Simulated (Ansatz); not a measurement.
A geometry of Fe away from equilibrium: the start of the relaxation of a relaxed Fe cell, doubled along one cell vector, shaken by Gaussian noise of σ = 0.08 Å a coordinate. Method: r2SCAN (plane waves to 500 eV, PAW, scalar-relativistic; Ansatz, a program for electronic structure). Γ-centred k-mesh 16×16×8 on the run's cell (coarser than for final values), Fermi–Dirac smearing 0.05 eV.

```xyz
2
Lattice="-1.4323 1.4323 1.4323 1.4323 -1.4323 1.4323 2.8645 2.8645 -2.8645" Properties=species:S:1:pos:R:3:forces:R:3 pbc="T T T" free_energy=-8971.680 pressure_GPa=2.0
Fe    -0.1107     0.0815    -0.0130    1.0051    0.3264    0.3634
Fe     2.9654     0.0150     0.0513   -1.0051   -0.3264   -0.3634
```

Positions in Å, forces in eV/Å, free energy of the cell in eV (comparable only within this code, potentials and settings). Largest force: 1.12 eV/Å, on Fe1, Fe2 (atoms numbered as listed); the geometry lies 0.05 eV/atom above the end of its relaxation.

Spin-polarised start, with parallel moments on Fe.

Spin state reached: ferromagnetic (net 2.64 μB/atom), from parallel starting moments; other spin orders were not run from this start. r2SCAN tends to overstate moments in metals.

The run could not lose the symmetry of its start.
